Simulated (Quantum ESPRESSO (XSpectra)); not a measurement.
S K-edge X-ray absorption spectrum (XANES) of TaS2 (P-3m1)

```
CELL_PARAMETERS angstrom
      3.38286     0.00000     0.00000
     -1.69143     2.92964     0.00000
      0.00000     0.00000     6.16798
ATOMIC_POSITIONS crystal
  Ta 0.00000 0.00000 0.00000
  S  0.66667 0.33333 0.75428
  S  0.33333 0.66667 0.24572
```

Geometry: Materials Project entry mp-1690 (a computed structure). The cell is the entry's, not relaxed again.

Absorber: atom 2, S on Wyckoff site d (site symmetry 3m.), with 3 Ta at 2.47 Å.

Simulated with Quantum ESPRESSO (XSpectra): LDA, full core hole, dipole K-edge X-ray absorption, plane waves, Troullier-Martins potentials made with ld1.x and PseudoDojo potentials for the other elements (Perdew-Zunger form enforced), scalar-relativistic, no spin, constant broadening.

21-atom cell (absorber images 7.0 Å apart), 46 Ry, k meshes 4×4×4 (SCF) and 5×5×4 (spectrum), Lorentzian half width 0.7 eV. The ground-state test found no gap over 0.25 eV with this functional, so the cell is neutral with smeared occupations; energies count from the Fermi level. Field directions run: x; z, weighted by the site's symmetry in the crystal. Intensities are scaled to a mean of 1 over 0–35 eV.

| E (eV) | intensity (scaled) |
|---|---|
| -5.0 | 0.05 |
| -4.5 | 0.05 |
| -4.0 | 0.06 |
| -3.5 | 0.07 |
| -3.0 | 0.08 |
| -2.5 | 0.09 |
| -2.0 | 0.12 |
| -1.5 | 0.15 |
| -1.0 | 0.21 |
| -0.5 | 0.33 |
| 0.0 | 0.55 |
| 0.5 | 0.80 |
| 1.0 | 0.93 |
| 1.5 | 0.95 |
| 2.0 | 0.93 |
| 2.5 | 0.98 |
| 3.0 | 1.24 |
| 3.5 | 1.43 |
| 4.0 | 1.28 |
| 4.5 | 1.12 |
| 5.0 | 1.04 |
| 5.5 | 1.08 |
| 6.0 | 1.15 |
| 6.5 | 1.16 |
| 7.0 | 1.10 |
| 7.5 | 1.12 |
| 8.0 | 1.25 |
| 8.5 | 1.34 |
| 9.0 | 1.37 |
| 9.5 | 1.36 |
| 10.0 | 1.30 |
| 10.5 | 1.26 |
| 11.0 | 1.20 |
| 11.5 | 1.17 |
| 12.0 | 1.08 |
| 12.5 | 0.95 |
| 13.0 | 0.86 |
| 13.5 | 0.82 |
| 14.0 | 0.82 |
| 14.5 | 0.84 |
| 15.0 | 0.86 |
| 15.5 | 0.89 |
| 16.0 | 0.92 |
| 16.5 | 0.94 |
| 17.0 | 0.95 |
| 17.5 | 0.95 |
| 18.0 | 0.93 |
| 18.5 | 0.92 |
| 19.0 | 0.94 |
| 19.5 | 0.95 |
| 20.0 | 0.93 |
| 20.5 | 0.90 |
| 21.0 | 0.87 |
| 21.5 | 0.91 |
| 22.0 | 0.97 |
| 22.5 | 0.99 |
| 23.0 | 0.94 |
| 23.5 | 0.89 |
| 24.0 | 0.82 |
| 24.5 | 0.77 |
| 25.0 | 0.74 |
| 25.5 | 0.73 |
| 26.0 | 0.74 |
| 26.5 | 0.78 |
| 27.0 | 0.82 |
| 27.5 | 0.85 |
| 28.0 | 0.89 |
| 28.5 | 0.95 |
| 29.0 | 1.00 |
| 29.5 | 1.03 |
| 30.0 | 1.04 |
| 30.5 | 1.05 |
| 31.0 | 1.04 |
| 31.5 | 1.05 |
| 32.0 | 1.05 |
| 32.5 | 1.05 |
| 33.0 | 1.05 |
| 33.5 | 1.05 |
| 34.0 | 1.03 |
| 34.5 | 1.01 |

The absolute edge energy is not computed.
